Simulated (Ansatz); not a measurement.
CaTiHO$_{2}$:
```cif
data_H2Ca2O4Ti2
_chemical_formula_sum 'Ca2 Ti2 O4 H2'
_space_group_name_H-M_alt 'P 1'
_space_group_IT_number 1
_cell_length_a 3.92870
_cell_length_b 3.92870
_cell_length_c 7.12372
_cell_angle_alpha 90.000
_cell_angle_beta 90.000
_cell_angle_gamma 90.000
loop_
_space_group_symop_operation_xyz
  'x, y, z'
loop_
_atom_site_label
_atom_site_type_symbol
_atom_site_fract_x
_atom_site_fract_y
_atom_site_fract_z
_atom_site_occupancy
Ca1 Ca 0.50000 0.50000 0.25000 1
Ti1 Ti 0.00000 0.00000 0.00000 1
O1 O 0.50000 0.00000 0.00000 1
O2 O 0.00000 0.50000 0.00000 1
H1 H 0.00000 0.00000 0.25000 1
Ca2 Ca 0.50000 0.50000 0.75000 1
Ti2 Ti 0.00000 0.00000 0.50000 1
O3 O 0.50000 0.00000 0.50000 1
O4 O 0.00000 0.50000 0.50000 1
H2 H 0.00000 0.00000 0.75000 1
```
The run is spin-polarised; directions of the spins, atom by atom: 0 ↑ 0 0 0 0 ↓ 0 0 0.

This is the r²SCAN-relaxed structure.

All from DFT-r²SCAN in the program Ansatz with PAW potentials, unless another level is named. Estimate the electronic character.

metallic (no gap).

What about the density of states at the Fermi level?

0.17 states/eV per atom (mean over ±0.08 eV).

Give the formation energy from the elements (no fitted shifts).

-2.41 eV/atom.

Space group P4/mmm. The start of the workflow was typed in or built on a structure type; neither database checked (COD, Materials Project) lists it. Whether it is the stable phase at ambient conditions was not checked. The cell keeps a stress of up to 0.2 GPa. The r²SCAN relaxation kept the symmetry of its start, as lowered by the spin order; its stability against distortions is not shown here. Magnetic state: antiferromagnetic, chosen from 4 collinear starts compared on coarse meshes (ties went to the first, and starts can fall back to one state), not a proven ground state. Other orbital occupations within this spin state were not tried. No Hubbard U is applied. The compound may be a true metal, but semilocal functionals without U, or a wrong spin order, can also close a gap. The references are the lowest solids computed at this level, not always the standard phases (solids in place of the gases).

Potentials: the earlier of the program's two PAW sets.
